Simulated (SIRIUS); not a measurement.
Worked example: self-consistent single point of CsPbCl3 (C2, 5 atoms in the cell; from Materials Project mp-675022, changed as shown) in SIRIUS.

Level of theory: LDA (PW92), GBRV LDA ultrasoft pseudopotentials (plane waves; SIRIUS 7.12.0).

The change in words: atom 2 moved by -0.04 angstrom along x. Reference geometry (R32):
```
CsPbCl3
1.0
    4.00315     2.31122     3.29556
   -4.00315     2.31122     3.29556
    0.00000    -4.62244     3.29556
Cs Pb Cl
1 1 3
Direct
  0.50000   0.50000   0.50000
  0.00000   0.00000   0.00000
  0.50000   0.01860   0.98140
  0.98140   0.50000   0.01860
  0.01860   0.98140   0.50000
```

Reference input (self-consistent single point, DFT, LDA (PW92), plane waves, GBRV LDA ultrasoft pseudopotentials): parameters.ngridk = 6 6 6; parameters.xc_functionals = [XC_LDA_X, XC_LDA_C_PW]; parameters.gk_cutoff = 6.325 1/bohr; parameters.pw_cutoff = 14.143 1/bohr; parameters.smearing = gaussian; parameters.smearing_width = 0.0001 Ha; potentials = GBRV LDA ultrasoft pseudopotentials; parameters.electronic_structure_method = pseudopotential; parameters.num_bands = 26; parameters.num_mag_dims = 0; parameters.num_dft_iter = 100; parameters.energy_tol = 1e-07 Ha. This run's input differs from it in these lines:

```diff
@@ -48,3 +48,3 @@
       "Pb": [
-        [0.0, 0.0, 0.0]
+        [-0.0755881469, 0.0, -0.0]
       ],
```

Output, abridged:

```
[find] density tolerance         : 1e-06
[find] total energy tolerance    : 1e-07
[find] iter_solver_tol (initial) : 0.01
[find] iter_solver_tol (target)  : 1e-13
[find] num_dft_iter              : 100
Charges and magnetic moments
--------------------------------------------------------------------------------
total charge          : 44.000000
[find] | SCF iteration   0 out of 100|
[diagonalize] iterative solver tolerance (occupied, empty): 0.01 0.01
[diagonalize] average number of iterations: 2
[find] Charges and magnetic moments
[find] total charge          : 44.000000
[find] Energy
[find] smearing (-TS)                 :       0.00000000
   [... lines left out ...]

[find] Charges and magnetic moments
[find] total charge          : 44.000000
[find] Energy
[find] smearing (-TS)                 :       0.00000000
[find] Total energy                   :    -163.74612523 (Ha),    -327.49225047 (Ry)
[find] Free energy (E-TS)             :    -163.74612523 (Ha),    -327.49225047 (Ry)
[find] band gap (eV)                  :       1.96568081
[find] Efermi                         :       0.13946107
[find] iteration : 29, RMS (target) : 8.8922e-07 (1.0000e-06) , energy difference (target) : -1.0172e-10 (1.0000e-07)
[find] bands are converged : false
[find] iterative solver converged : false
[find] converged after 30 SCF iterations!
[find] Charges and magnetic moments
[find] total charge          : 44.000000
[find] Energy
[find] smearing (-TS)                 :       0.00000000
[find] Total energy                   :    -163.74612523 (Ha),    -327.49225047 (Ry)
[find] Free energy (E-TS)             :    -163.74612523 (Ha),    -327.49225047 (Ry)
[find] band gap (eV)                  :       1.96568081
[find] Efermi                         :       0.13946107
[ground_state] === stress tensor components [kbar] ===
[ground_state] === stress_total ===
[ground_state]    20.899706    0.000000    0.000000
[ground_state]     0.000000   21.111956   -0.265160
[ground_state]     0.000000   -0.265160   21.260494
[ground_state] ==== total Forces in Ha/bohr =====
[ground_state] atom:    0, force:      -0.0001620      0.0000000      0.0000000
[ground_state] atom:    1, force:       0.0013183      0.0000000      0.0000000
[ground_state] atom:    2, force:      -0.0003499     -0.0002756     -0.0001675
[ground_state] atom:    3, force:      -0.0003499      0.0002756      0.0001675
[ground_state] atom:    4, force:      -0.0004542      0.0000000      0.0000000
```

The run converged in 30 iterations. SIRIUS prints the stress tensor with tension positive. Against the reference run the free energy is nearly the same (within 1 meV/atom), the pressure hardly changes (-2.12 to -2.11 GPa), the largest force goes from 0.010 to 0.068 eV/Å and the gap on the mesh goes from 1.978 to 1.966 eV.

Spin-orbit coupling is left out, which matters for bands and gaps with elements this heavy. The structure comes from a collection of computed structures, made at another level of theory; the collection holds predicted forms beside known ones.

Cost on one core: around 4 core-minutes (rough).

The gap that the log prints is read on the run's mesh, which can miss the band edges or a crossing.
